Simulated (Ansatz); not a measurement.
The start is a generated cell, Pd built in the AFLOW prototype A_tP4_129_ac (A_d). A full variable-cell relaxation at zero pressure is run with PBE (plane waves to 420 eV, PAW, scalar-relativistic; Ansatz, a program for electronic structure). The first steps use a coarse 8×8×11 k-mesh.

Initial structure:
```yaml
crystal:
  lattice:
    - [4.39824, 0.00000, 0.00000]
    - [0.00000, 4.39824, 0.00000]
    - [0.00000, 0.00000, 3.04293]
  atoms:
    - { symbol: Pd, position: [0.00000, 0.00000, 0.00000] }
    - { symbol: Pd, position: [0.50000, 0.50000, 0.00000] }
    - { symbol: Pd, position: [0.50000, 0.00000, 0.37500] }
    - { symbol: Pd, position: [0.00000, 0.50000, 0.62500] }
```

Task: Which atoms feel the largest initial force, and how large is it?

Result: 2.75 eV/Å, on Pd3, Pd4 (atoms numbered as listed).

Task: What symmetry does the relaxed structure have?

Result: The space group goes from P4/nmm (No. 129) to I4/mmm (No. 139); the end is AFLOW prototype A_tI2_139_a (A_a), with 1 atom in the primitive cell.

Task: By how much does the energy per atom fall from start to end?

Result: 0.32 eV/atom.

Task: How does the volume change?

Result: +5.1 %, from 14.72 to 15.46 Å³/atom.

Task: How do the shortest distances between atoms change?

Result: The closest pairs of elements (up to four, under 3.6 Å), start → end: Pd–Pd 2.48 → 2.73 Å.

Task: What band gap does the relaxed structure have at this level?

Result: Zero (metallic).

Task: What does it relax into? Give the structure.

Result: 
Space group I4/mmm (No. 139); a = 3.278 Å, b = 3.278 Å, c = 2.877 Å, α = 90.00°, β = 90.00°, γ = 90.00°

```tsv
atom	site	symmetry	x	y	z
Pd	2a	4/mmm	0.0000	0.0000	0.0000
```
(The calculation used a cell of 1 atom; values per cell refer to that cell.)

Final values are on a 21×21×21 k-mesh of the relaxed cell. No spin polarisation in the result.

The run could not lose the symmetry of its start, so the end can be a saddle point.

The relaxed structure here is a generated cell of Pd: the first start was made by placing the elements on the sites of a structure type, and the end was not matched to a known phase here, so it may be hypothetical. Known forms of Pd include space group No. 225.
